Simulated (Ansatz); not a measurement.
W2C in space group P-62m (No. 189; W on 3f, W on 3g, C on 1b, C on 2c) at seven volumes, the program Ansatz at the PBE level (PAW), shape and atoms relaxed at each. One row is withheld.

| V (Å³/atom) | P (GPa) |
|---|---|
| 11.073 | ? |
| 11.438 | 23.51 |
| 11.803 | 10.80 |
| 12.168 | 0.00 |
| 12.533 | -9.18 |
| 12.898 | -16.97 |
| 13.263 | -23.57 |

**Question.** Fit the shown pressures and predict the withheld one.

**Answer.** P = (3/2)B₀(x^(7/2) − x^(5/2))[1 + (3/4)(B′ − 4)(x − 1)] with x = (V₀/V)^(2/3). Least squares on the six rows gives V₀ = 12.168 Å³/atom, B₀ = 331 GPa, B′ = 4.45. At V = 11.073, x = 1.0649 and P = 38.52 GPa. The run itself gave 38.44 GPa.

A made-up cell: these elements were put on the sites of a structure type; neither database checked (COD, Materials Project) lists it. Its standing as an ambient phase is unchecked. The PBE relaxation kept the symmetry of its start; whether a distortion lowers the energy is not shown. No spin polarisation was allowed. Scalar-relativistic: spin–orbit coupling is off unless named, which matters more the heavier the elements.

Potentials: the later of the program's two PAW sets.
